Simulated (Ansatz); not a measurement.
## CoReSi: reading a single point

```
Re Co Si
1.0
     6.11821    0.00000    0.00000
     0.00000    3.48916    0.00000
     0.00000    0.00000    7.09964
Re Co Si
4 4 4
Cartesian
  0.1285 0.8723 1.2779
  2.9306 2.6169 4.8278
  3.1876 0.8723 2.2719
  5.9897 2.6169 5.8217
  0.8688 0.8723 3.9829
  2.1903 2.6169 0.4331
  3.9279 0.8723 6.6666
  5.2494 2.6169 3.1167
  4.6804 0.8723 4.4231
  4.4969 2.6169 0.8733
  1.6213 0.8723 6.2264
  1.4378 2.6169 2.6766
```

Level: r2SCAN, no spin polarisation; 500 eV; 6×9×5 Γ-centred mesh; fermi-dirac occupations (width 0.1 eV); Ansatz 0.2.0, fixed geometry.

Forces: The largest is on Re1 (and as large on other atoms): 0.69 eV/Å, components (0.47, 0.00, -0.51). It makes 111° with the line to a nearest neighbour, Si10 at 2.50 Å.
Charges: Bader charges in e: Co -0.28, Re -0.00, Si +0.29. In the mean Si gives up most and Co takes most.
Stress: The pressure is -13.1 GPa (compression positive), so with the atoms held at these fractions the cell would first shrink. The principal stresses -20.0, -16.9, -2.4 GPa differ, so its shape would change too.
Electronic structure: It is a metal, with about 12 states/eV a cell as the mean within 0.25 eV of the Fermi level, mostly Re d (49 %) and Co d (44 %).

Origin: a known structure type with other elements, at an estimated volume, so it need not be a known compound. Caveats: no spin polarisation, so a magnetic state may lie lower.
